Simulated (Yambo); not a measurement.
## Optical response of NaF at +1 % isotropic strain

```
CELL_PARAMETERS angstrom
      0.00000     2.33680     2.33680
      2.33680     0.00000     2.33680
      2.33680     2.33680     0.00000
ATOMIC_POSITIONS crystal
  F  0.50000 0.50000 0.50000
  Na 0.00000 0.00000 0.00000
```

Yambo, RPA with local fields on PBEsol bands; 16×16×16 mesh, 21 bands, 4 Ry local-field block, 0.2 eV broadening; field along x.

| E (eV) | Im ε | Re ε | Im ε, independent particles |
|---|---|---|---|
| 0.0 | 0.00 | 1.80 | 0.00 |
| 0.5 | 0.00 | 1.80 | 0.00 |
| 1.0 | 0.00 | 1.81 | 0.00 |
| 1.5 | 0.00 | 1.81 | 0.00 |
| 2.0 | 0.01 | 1.82 | 0.01 |
| 2.5 | 0.01 | 1.84 | 0.01 |
| 3.0 | 0.01 | 1.86 | 0.01 |
| 3.5 | 0.01 | 1.88 | 0.01 |
| 4.0 | 0.01 | 1.92 | 0.02 |
| 4.5 | 0.02 | 1.96 | 0.02 |
| 5.0 | 0.03 | 2.02 | 0.03 |
| 5.5 | 0.05 | 2.11 | 0.05 |
| 6.0 | 0.14 | 2.27 | 0.14 |
| 6.5 | 0.40 | 2.31 | 0.41 |
| 7.0 | 0.57 | 2.20 | 0.59 |
| 7.5 | 0.63 | 2.16 | 0.65 |
| 8.0 | 0.64 | 2.03 | 0.67 |
| 8.5 | 0.73 | 1.91 | 0.76 |
| 9.0 | 0.78 | 1.94 | 0.82 |
| 9.5 | 0.77 | 1.87 | 0.82 |
| 10.0 | 0.90 | 1.77 | 0.95 |
| 10.5 | 0.94 | 1.79 | 1.02 |
| 11.0 | 0.97 | 1.58 | 1.04 |
| 11.5 | 0.84 | 1.42 | 0.91 |
| 12.0 | 0.72 | 1.43 | 0.80 |
| 12.5 | 0.65 | 1.54 | 0.76 |
| 13.0 | 0.75 | 1.78 | 0.95 |
| 13.5 | 1.36 | 1.81 | 1.77 |
| 14.0 | 1.27 | 1.05 | 1.38 |
| 14.5 | 0.95 | 0.97 | 1.02 |
| 15.0 | 0.80 | 1.03 | 0.90 |
| 15.5 | 0.71 | 1.08 | 0.83 |
| 16.0 | 0.72 | 1.07 | 0.85 |
| 16.5 | 0.67 | 1.05 | 0.79 |
| 17.0 | 0.62 | 1.10 | 0.74 |
| 17.5 | 0.60 | 1.12 | 0.72 |
| 18.0 | 0.61 | 1.18 | 0.75 |
| 18.5 | 0.63 | 1.23 | 0.80 |
| 19.0 | 0.85 | 1.23 | 1.07 |
| 19.5 | 0.95 | 1.15 | 1.15 |
| 20.0 | 1.09 | 0.82 | 1.09 |

Structure narrower than a few tenths of an eV can come from the finite k mesh. Convergence of the RPA response with its 16×16×16 mesh was not tested. No excitonic effects at this level.

Geometry strained from the cell relaxed with PBEsol, atoms relaxed again.
